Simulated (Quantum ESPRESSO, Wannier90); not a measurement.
**PtS (P4₂/mmc), plane waves to Wannier functions**

```
begin unit_cell_cart
ang
    3.4944600000    0.0000000000    0.0000000000
    0.0000000000    3.4944600000    0.0000000000
    0.0000000000    0.0000000000    6.1162900000
end unit_cell_cart
begin atoms_frac
Pt   0.5000000000  0.0000000000  0.5000000000
Pt   0.0000000000  0.5000000000  0.0000000000
S    0.0000000000  0.0000000000 -0.2500000000
S    0.0000000000  0.0000000000  0.2500000000
end atoms_frac
```

Materials Project entry mp-288; symmetrised, unrelaxed at this level. COD (Crystallography Open Database) has an entry of this formula and space group (matched by these alone). Computed values, not measurements, from PBEsol: Quantum ESPRESSO (norm-conserving PseudoDojo potentials, cutoff 68 Ry, spinors with spin-orbit coupling) on a Γ-centred 6×6×4 mesh, then Wannier90. Density: 10×10×6 mesh, Gaussian smearing 0.01 Ry.

A tight-binding model is made by disentanglement and projection with no localisation steps (num_iter = 0), so the 32 orbitals stay atom-like: hydrogen-like Pt: d; S: p, axes along x, y, z; frozen window up to 1.85 eV relative to the valence-band maximum. It follows pw.x to 21 meV rms for states up to 1.4 eV relative to the valence-band maximum. Matrix elements depend on this choice of orbitals and windows.

Task: What are the on-site energies relative to the valence-band maximum, and how fast do the hoppings decay?

Result: 
| atom | orbitals | energy (eV) |
|---|---|---|
| Pt1 | dz2↑ dz2↓ | -3.05 |
| Pt1 | dxz↑ dxz↓ | -2.62 |
| Pt1 | dyz↑ dyz↓ | -2.54 |
| Pt1 | dx2-y2↑ dx2-y2↓ | -2.69 |
| Pt1 | dxy↑ dxy↓ | -2.74 |
| Pt2 | dz2↑ dz2↓ | -3.05 |
| Pt2 | dxz↑ dxz↓ | -2.54 |
| Pt2 | dyz↑ dyz↓ | -2.62 |
| Pt2 | dx2-y2↑ dx2-y2↓ | -2.69 |
| Pt2 | dxy↑ dxy↓ | -2.74 |
| S3 | pz↑ pz↓ | -3.67 |
| S3 | px↑ px↓ py↑ py↓ | -3.47 |
| S4 | pz↑ pz↓ | -3.67 |
| S4 | px↑ px↓ py↑ py↓ | -3.47 |

```tsv
distance of the centres (Å)	largest modulus (eV)
2–3	1.4
3–4	1.4
4–5	0.15
5–6	0.067
6–7	0.069
7–8	0.053
8–9	0.026
9–10	0.031
```

Effective spin-orbit constants λ of λ L·S, from the same-site elements px↑–py↑ (λ/2) and dx2-y2↑–dxy↑ (λ), where they are among the larger elements: Pt2 d 0.51 eV, Pt1 d 0.51 eV.
